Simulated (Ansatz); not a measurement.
In14O24Sn2:
```yaml
crystal:
  lattice:
    - [7.19878, 5.09872, 0.00000]
    - [-7.19878, 5.09872, 0.00000]
    - [-7.19125, 0.00000, 7.21922]
  atoms:
    - { symbol: In, position: [0.50000, 0.50000, 0.50000] }
    - { symbol: In, position: [0.50000, 0.50000, 0.00000] }
    - { symbol: In, position: [0.21707, 0.21707, 0.25000] }
    - { symbol: In, position: [0.74769, 0.24862, 0.96655] }
    - { symbol: In, position: [0.24862, 0.74769, 0.53345] }
    - { symbol: In, position: [0.46801, 0.03397, 0.21725] }
    - { symbol: In, position: [0.03397, 0.46801, 0.28275] }
    - { symbol: In, position: [0.28355, 0.28355, 0.75000] }
    - { symbol: In, position: [0.75138, 0.25231, 0.46655] }
    - { symbol: In, position: [0.53199, 0.96603, 0.78275] }
    - { symbol: In, position: [0.25231, 0.75138, 0.03345] }
    - { symbol: In, position: [0.96603, 0.53199, 0.71725] }
    - { symbol: In, position: [0.78293, 0.78293, 0.75000] }
    - { symbol: In, position: [0.71645, 0.71645, 0.25000] }
    - { symbol: O, position: [0.26322, 0.00674, 0.53650] }
    - { symbol: O, position: [0.78206, 0.95970, 0.04573] }
    - { symbol: O, position: [0.95970, 0.78206, 0.45427] }
    - { symbol: O, position: [0.73270, 0.53486, 0.73984] }
    - { symbol: O, position: [0.53486, 0.73270, 0.76016] }
    - { symbol: O, position: [0.22441, 0.95367, 0.26539] }
    - { symbol: O, position: [0.95367, 0.22441, 0.23461] }
    - { symbol: O, position: [0.22622, 0.49437, 0.77075] }
    - { symbol: O, position: [0.46514, 0.26730, 0.23984] }
    - { symbol: O, position: [0.77559, 0.04633, 0.73461] }
    - { symbol: O, position: [0.04030, 0.21794, 0.54573] }
    - { symbol: O, position: [0.26730, 0.46514, 0.26016] }
    - { symbol: O, position: [0.21794, 0.04030, 0.95427] }
    - { symbol: O, position: [0.04633, 0.77559, 0.76539] }
    - { symbol: O, position: [0.73691, 0.45855, 0.50696] }
    - { symbol: O, position: [0.45855, 0.73691, 0.99304] }
    - { symbol: O, position: [0.00674, 0.26322, 0.96350] }
    - { symbol: O, position: [0.73678, 0.99326, 0.46350] }
    - { symbol: O, position: [0.26309, 0.54145, 0.49304] }
    - { symbol: O, position: [0.54145, 0.26309, 0.00696] }
    - { symbol: O, position: [0.99326, 0.73678, 0.03650] }
    - { symbol: O, position: [0.50563, 0.77378, 0.27075] }
    - { symbol: O, position: [0.77378, 0.50563, 0.22925] }
    - { symbol: O, position: [0.49437, 0.22622, 0.72925] }
    - { symbol: Sn, position: [0.00000, 0.00000, 0.50000] }
    - { symbol: Sn, position: [0.00000, 0.00000, 0.00000] }
```

Relaxed with r²SCAN. Special points in fractions of this cell's reciprocal vectors: Γ (0.000, 0.000, 0.000); C (0.500, 0.500, 0.000); C2 (-0.500, 0.500, 0.000); Y2 (-0.500, 0.500, 0.000); M2 (-0.500, 0.500, 0.500); D (-0.251, 0.749, 0.500); D2 (0.251, 0.251, 0.500); A (0.000, 0.000, 0.500); L2 (0.000, 0.500, 0.500); V2 (0.000, 0.500, 0.000).

Task: List the band energies nearest the Fermi level at these points for DFT-r²SCAN in the program Ansatz with PAW potentials.

Result: In eV from the Fermi level; about four levels below and three above (degenerate sets whole), none deeper than 8.9 eV; points with the same levels are listed once.

```csv
k,below,above
Γ,-3.85 -3.78 -3.77 -2.37,1.76 1.99 2.07
C,-3.99 -3.98 -3.89 -3.88,0.47 0.60 0.66
M2,-3.85 -3.85 -0.28 -0.28,1.47 1.47 1.59 1.59
D,-3.85 -3.85 -3.83 -3.83,0.24 0.24 0.42 0.42
A,-3.78 -3.78 -0.33 -0.33,1.50 1.50 1.59 1.59
L2,-3.81 -3.80 -0.33 -0.28,1.46 1.51 1.55
V2,-3.82 -3.80 -0.39 -0.21,1.31 1.57 1.60
```

Space group C2/c. The start of the workflow was typed in or built on a structure type; neither database checked (COD, Materials Project) lists it. Its standing as an ambient phase is unchecked. The r²SCAN relaxation kept the symmetry of its start; its stability against distortions is not shown here. A small band overlap can be real or an error of a semilocal functional. Scalar-relativistic: spin–orbit coupling is off unless named, which matters more the heavier the elements.

Potentials: the later of the program's two PAW sets.
